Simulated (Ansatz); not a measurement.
HfAs₂ in space group Pnma (No. 62; Hf on 4c, As on 4c, As on 4c), plane-wave PAW PBE (Ansatz code), all energies at zero smearing, with the estimated change up to a 700 eV cutoff added, with one set of potentials and settings (totals compare only within such a set). Cell of 12 atoms (4 Hf, 8 As): -101746.937 eV.

```json
[
 {"element": "Hf", "reference phase": "P6_3/mmc, 2 atoms in the cell", "E (eV/atom)": "-15722.2087"},
 {"element": "As", "reference phase": "R-3m, 2 atoms in the cell", "E (eV/atom)": "-4856.1443"}
]
```

Formation energy per atom, worked out: (-101746.937 − 4×(-15722.2087) − 8×(-4856.1443))/12 = -0.746 eV/atom (-72 kJ per mol of atoms), at 0 K, without zero-point energy or fitted corrections.

The first step of the workflow began from a Materials Project structure, measured or hypothetical; the Crystallography Open Database copy checked does not list it. Whether it is the stable phase at ambient conditions was not checked. Symmetry was held in the PBE relaxation; whether a distortion lowers the energy is not shown. The run is not spin-polarised. The references are the lowest solids computed at this level, not always the standard phases. Scalar-relativistic: spin–orbit coupling is off unless named, which matters more the heavier the elements.

Potentials: the earlier of the program's two PAW sets.
